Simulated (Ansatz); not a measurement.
**Cs2KScI6: do energies and stresses tell the same story?**

Method: Ansatz 0.2.0, DFT r2SCAN, scalar-relativistic, plane waves, PAW.

Settings: cutoff 500 eV, Γ-centred mesh 4×4×4 on the computed 10-atom cell, Gaussian smearing of 0.02 eV; no spin polarisation.

Relaxed cell: Fm-3m, a = 12.423 Å, b = 12.423 Å, c = 12.423 Å, α = 90.00°, β = 90.00°, γ = 90.00°, 10 atoms in the primitive cell. Whether it is the stable form of this composition wasn't checked.

Energies at zero smearing and pressures from the stress tensor, at volumes with shape and atoms relaxed:
```csv
V (Å³/atom),E − E(first) (meV/atom),P (GPa)
45.059,0.00,0.937
46.497,-6.03,0.421
47.935,-7.84,-0.001
49.373,-6.24,-0.343
50.811,-1.84,-0.631
```

Q: Check P = −dE/dV between neighbouring volumes, and get the bulk modulus from the pressures alone.

A: With 1 eV/Å³ = 160.2 GPa:
```csv
middle V (Å³/atom),−ΔE/ΔV (GPa),mean P (GPa)
45.778,0.671,0.679
47.216,0.203,0.210
48.654,-0.179,-0.172
50.092,-0.491,-0.487
```

The two differ by 0.008 GPa at most. The mean of two end pressures misses the average over a step by about ΔV² P″/12, up to 0.008 GPa here; with that taken off 0.001 GPa remains. Around V = 47.935 Å³/atom, the two neighbours give B = −V ΔP/ΔV = 47.935 × 0.765 / 2.876 = 12.7 GPa, against B0 = 12.7 GPa from the Birch–Murnaghan fit of the energies.

Cost: 6 runs of about 33 core-minutes in all, on AMD EPYC (Zen 3) (shared hosts).